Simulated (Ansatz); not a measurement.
Relaxed CuAu (CuAu type, space group P4/mmm):

```
CuAu
1.0
    2.88152     0.00000     0.00000
    0.00000     2.88152     0.00000
    0.00000     0.00000     3.61476
Cu Au
1 1
Cartesian
  1.44076   1.44076   1.80738
  0.00000   0.00000   0.00000
```

In this cell atom 2 (Au, nearest neighbour Cu at 2.724 Å; its periodic images, 2.9 Å or more away, move with it) is moved by s along Cartesian [111], unit vector (0.577, 0.577, 0.577); all other atoms and the cell stay fixed.

Computed with PBE (plane waves to 420 eV, PAW, scalar-relativistic; Ansatz, an electronic-structure program). k mesh 13×13×10 (Γ-centred), Fermi-Dirac smearing 0.05 eV. The energy includes the smearing's −TS. With partly filled bands, energies and forces of such displacements shift with the k mesh and the smearing. CuAu is run without spin polarisation. CuAu was relaxed with its symmetry unable to fall. Spin-orbit coupling is left out, though Au is heavy. The zero of ΔE is the undisplaced structure. The last digit holds for this mesh only.

```
s (Å)   ΔE (meV/cell)
------  -------------
-0.270          174.2
-0.216       withheld
-0.162           58.6
-0.108           25.5
-0.054            6.3
0.000             0.0
0.054             6.3
0.108            25.5
0.162            58.6
0.216        withheld
0.270           174.2
```

**Question.** Fit an even polynomial form (powers 2, 4) to the given rows and predict ΔE at s = 0.216.

**Answer.** Least squares on the 9 given rows: ΔE = (2146)·s² + (3347)·s⁴, in meV/cell with s in Å; root-mean-square residual 0.02 meV/cell. At 0.216 the fit gives 107.4 meV/cell; the calculation gives 107.3 meV/cell, so the interpolation is off by 0.1 (+0.1 %). The quadratic term alone would give 100.1 meV/cell.

(A displaced cell: forces are minus the slopes of the energy, force constants its curvatures, and phonons follow from these.)
